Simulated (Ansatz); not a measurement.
# Band table of Ge (bcc type)

```xyz
1
Lattice="-1.6480 1.6480 1.6480 1.6480 -1.6480 1.6480 1.6480 1.6480 -1.6480" Properties=species:S:1:pos:R:3 pbc="T T T"
Ge    0.0000    0.0000    0.0000
```

The cell comes from a relaxation on PAW files under the same functional, begun from a prototype that needn't be the stable phase.

Level of theory: DFT with LDA, scalar-relativistic, in Ansatz 0.2.0; a Γ-centred 18×18×18 k mesh, Fermi–Dirac smearing of 0.1 eV, no spin polarisation. LAPW: all electrons, basis error target 1 meV/atom.

Path points, in fractions of the reciprocal vectors: Γ (0.000, 0.000, 0.000), H (0.500, -0.500, 0.500), N (0.000, 0.000, 0.500), P (0.250, 0.250, 0.250). The distance column jumps between branches of the path. Levels in eV from the Fermi level; bands 5 to 13, counted from the lowest band of the run. The gap is zero, the pressure 0.04 GPa.

```
# k(1/Å) point b5 b6 b7 b8 b9 b10 b11 b12 b13
0.000 Γ -24.82 -24.82 -24.82 -24.72 -24.72 -13.61 9.56 9.56 9.56
0.272 - -24.82 -24.82 -24.81 -24.73 -24.72 -13.33 8.31 8.47 8.47
0.545 - -24.80 -24.80 -24.79 -24.74 -24.72 -12.49 6.00 6.23 6.23
0.817 - -24.78 -24.78 -24.77 -24.76 -24.73 -11.09 3.80 3.97 3.97
1.089 - -24.79 -24.76 -24.74 -24.74 -24.73 -9.16 2.02 2.07 2.07
1.362 - -24.82 -24.80 -24.71 -24.71 -24.70 -6.76 0.65 0.65 0.73
1.634 - -24.84 -24.83 -24.68 -24.68 -24.68 -4.11 -0.22 -0.22 -0.09
1.906 H -24.84 -24.84 -24.67 -24.67 -24.67 -2.43 -0.52 -0.52 -0.52
2.099 - -24.84 -24.84 -24.68 -24.68 -24.67 -3.24 -1.10 -0.37 0.29
2.291 - -24.83 -24.82 -24.71 -24.69 -24.67 -4.47 -2.24 0.07 1.47
2.484 - -24.82 -24.80 -24.75 -24.71 -24.67 -5.57 -3.36 0.78 2.57
2.677 - -24.81 -24.79 -24.77 -24.73 -24.67 -6.45 -4.31 1.73 3.68
2.869 - -24.82 -24.81 -24.75 -24.73 -24.66 -7.09 -5.01 2.86 4.90
3.062 - -24.85 -24.81 -24.73 -24.73 -24.66 -7.47 -5.43 3.98 6.18
3.254 N -24.86 -24.82 -24.73 -24.72 -24.66 -7.60 -5.58 4.53 6.95
3.447 - -24.86 -24.81 -24.73 -24.72 -24.67 -8.68 -4.24 4.68 7.06
3.639 - -24.85 -24.81 -24.73 -24.72 -24.69 -10.13 -1.99 5.12 7.37
3.832 - -24.84 -24.81 -24.73 -24.72 -24.72 -11.37 0.55 5.84 7.86
4.024 - -24.84 -24.81 -24.76 -24.73 -24.72 -12.35 3.27 6.80 8.44
4.217 - -24.83 -24.81 -24.79 -24.73 -24.72 -13.05 6.04 7.93 9.01
4.410 - -24.82 -24.82 -24.81 -24.72 -24.72 -13.47 8.46 9.03 9.41
4.602 Γ -24.82 -24.82 -24.82 -24.72 -24.72 -13.61 9.56 9.56 9.56
4.838 - -24.82 -24.82 -24.81 -24.72 -24.72 -13.40 7.97 9.05 9.05
5.074 - -24.82 -24.82 -24.77 -24.73 -24.73 -12.77 5.21 7.34 7.34
5.310 - -24.83 -24.83 -24.73 -24.73 -24.73 -11.72 2.52 5.04 5.04
5.545 - -24.82 -24.82 -24.73 -24.73 -24.71 -10.26 0.19 2.81 2.81
5.781 - -24.81 -24.81 -24.73 -24.73 -24.71 -8.46 -1.67 0.86 0.86
6.017 - -24.80 -24.80 -24.73 -24.72 -24.72 -6.58 -2.76 -0.74 -0.74
6.253 P -24.78 -24.78 -24.78 -24.72 -24.72 -5.76 -1.96 -1.96 -1.96
6.489 - -24.82 -24.76 -24.76 -24.72 -24.72 -6.01 -2.76 -2.76 0.69
6.725 - -24.83 -24.75 -24.75 -24.71 -24.71 -6.19 -3.15 -3.15 3.92
6.960 - -24.82 -24.77 -24.77 -24.70 -24.70 -6.05 -3.12 -3.12 6.71
7.196 - -24.79 -24.79 -24.78 -24.69 -24.69 -5.55 -2.70 -2.70 5.89
7.432 - -24.82 -24.82 -24.73 -24.68 -24.68 -4.67 -1.94 -1.94 3.31
7.668 - -24.84 -24.84 -24.69 -24.68 -24.68 -3.45 -1.03 -1.03 0.91
7.904 H -24.84 -24.84 -24.67 -24.67 -24.67 -2.43 -0.52 -0.52 -0.52
9.555 P -24.78 -24.78 -24.78 -24.72 -24.72 -5.76 -1.96 -1.96 -1.96
9.691 - -24.80 -24.78 -24.75 -24.72 -24.72 -5.93 -2.90 -1.66 -0.88
9.827 - -24.82 -24.78 -24.73 -24.72 -24.72 -6.31 -3.71 -0.88 0.33
9.963 - -24.83 -24.79 -24.72 -24.72 -24.71 -6.72 -4.38 0.19 1.65
10.099 - -24.84 -24.80 -24.72 -24.72 -24.69 -7.09 -4.90 1.44 3.09
10.236 - -24.85 -24.81 -24.73 -24.72 -24.67 -7.37 -5.28 2.76 4.60
10.372 - -24.86 -24.81 -24.73 -24.72 -24.66 -7.54 -5.50 3.96 6.09
10.508 N -24.86 -24.82 -24.73 -24.72 -24.66 -7.60 -5.58 4.53 6.95
```
